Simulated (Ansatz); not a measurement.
VBiO$_{4}$:
Space group I4₁/a, origin choice 1 (No. 88); a = b = 5.1070 Å, c = 11.5782 Å, α = β = γ = 90.00°

```
atom  site  symmetry       x       y       z
----  ----  --------  ------  ------  ------
Bi      4a      -4..  0.0000  0.0000  0.0000
V       4b      -4..  0.0000  0.0000  0.5000
O      16f         1  0.2505  0.1397  0.1708
```
(The calculation used a cell of 12 atoms; values per cell refer to that cell.)

Relaxed with PBEsol.

Which orbitals make up the states near the band edges in DFT-PBEsol in the program Ansatz with PAW potentials?

Top 1 eV of the valence band: O 2p 87 %, Bi 6s 7 %. Bottom 1 eV of the conduction band: V 3d 64 %, O 2p 21 %, Bi 6p 10 %. Projections are on Löwdin-orthogonalised atomic valence shells; empty p or d shells of many metals are not among them.

Tabulate the density of states.

States/eV per cell of 12 atoms, in 0.25 eV bins, energy from the valence-band maximum.

| E (eV) | total | O 2p | V 3d | Bi 6p |
|---|---|---|---|---|
| -7.85 | 0.00 | 0.00 | 0.00 | 0.00 |
| -7.60 | 0.00 | 0.00 | 0.00 | 0.00 |
| -7.35 | 0.00 | 0.00 | 0.00 | 0.00 |
| -7.10 | 0.00 | 0.00 | 0.00 | 0.00 |
| -6.85 | 0.00 | 0.00 | 0.00 | 0.00 |
| -6.60 | 0.00 | 0.00 | 0.00 | 0.00 |
| -6.35 | 0.00 | 0.00 | 0.00 | 0.00 |
| -6.10 | 0.00 | 0.00 | 0.00 | 0.00 |
| -5.85 | 0.00 | 0.00 | 0.00 | 0.00 |
| -5.60 | 0.02 | 0.01 | 0.00 | 0.00 |
| -5.35 | 3.19 | 1.99 | 0.58 | 0.59 |
| -5.10 | 9.50 | 6.07 | 1.57 | 1.70 |
| -4.85 | 9.68 | 6.40 | 1.54 | 1.59 |
| -4.60 | 7.16 | 4.84 | 1.14 | 1.06 |
| -4.35 | 5.28 | 3.67 | 0.86 | 0.64 |
| -4.10 | 6.34 | 4.49 | 1.05 | 0.64 |
| -3.85 | 8.47 | 6.04 | 1.52 | 0.61 |
| -3.60 | 11.40 | 7.96 | 2.60 | 0.39 |
| -3.35 | 16.30 | 11.59 | 3.74 | 0.31 |
| -3.10 | 15.54 | 11.77 | 2.79 | 0.28 |
| -2.85 | 11.46 | 9.23 | 1.44 | 0.23 |
| -2.60 | 10.37 | 8.75 | 0.92 | 0.21 |
| -2.35 | 7.98 | 6.72 | 0.63 | 0.17 |
| -2.10 | 7.51 | 6.32 | 0.58 | 0.17 |
| -1.85 | 6.66 | 5.69 | 0.46 | 0.16 |
| -1.60 | 9.99 | 8.79 | 0.48 | 0.19 |
| -1.35 | 10.42 | 9.26 | 0.48 | 0.14 |
| -1.10 | 11.08 | 10.09 | 0.44 | 0.12 |
| -0.85 | 10.09 | 9.19 | 0.35 | 0.12 |
| -0.60 | 7.53 | 6.56 | 0.29 | 0.07 |
| -0.35 | 2.76 | 2.17 | 0.13 | 0.02 |
| -0.10 | 3.25 | 2.56 | 0.10 | 0.02 |
| 0.15 | 0.00 | 0.00 | 0.00 | 0.00 |
| 0.40 | 0.00 | 0.00 | 0.00 | 0.00 |
| 0.65 | 0.00 | 0.00 | 0.00 | 0.00 |
| 0.90 | 0.00 | 0.00 | 0.00 | 0.00 |
| 1.15 | 0.00 | 0.00 | 0.00 | 0.00 |
| 1.40 | 0.00 | 0.00 | 0.00 | 0.00 |
| 1.65 | 0.00 | 0.00 | 0.00 | 0.00 |
| 1.90 | 0.00 | 0.00 | 0.00 | 0.00 |
| 2.15 | 1.59 | 0.19 | 1.08 | 0.27 |
| 2.40 | 5.13 | 0.82 | 3.34 | 0.77 |
| 2.65 | 6.99 | 1.44 | 4.45 | 0.81 |
| 2.90 | 10.91 | 2.67 | 6.97 | 0.78 |
| 3.15 | 7.14 | 1.89 | 4.43 | 0.46 |
| 3.40 | 2.72 | 0.54 | 1.51 | 0.39 |
| 3.65 | 7.03 | 1.38 | 3.81 | 1.04 |
| 3.90 | 7.74 | 1.75 | 4.12 | 1.02 |
| 4.15 | 7.54 | 1.87 | 3.87 | 1.04 |
| 4.40 | 9.85 | 2.72 | 5.25 | 0.99 |
| 4.65 | 10.95 | 3.21 | 5.72 | 1.05 |
| 4.90 | 2.89 | 0.85 | 1.27 | 0.50 |
| 5.15 | 4.43 | 1.21 | 0.90 | 1.88 |
| 5.40 | 4.45 | 1.24 | 0.76 | 2.08 |
| 5.65 | 3.97 | 1.12 | 0.62 | 1.93 |
| 5.90 | 4.37 | 1.23 | 0.56 | 2.25 |
| 6.15 | 6.04 | 1.70 | 0.62 | 3.25 |
| 6.40 | 7.23 | 2.17 | 0.70 | 3.88 |
| 6.65 | 2.65 | 0.75 | 0.21 | 1.52 |
| 6.90 | 6.35 | 1.72 | 0.49 | 3.71 |

Space group I4_1/a. Symmetry was held in the PBEsol relaxation. The workflow began spin-polarised and lost its moments. No Hubbard U is applied. Spin–orbit coupling is left out wherever it is not named.

Potentials: the later of the program's two PAW sets.
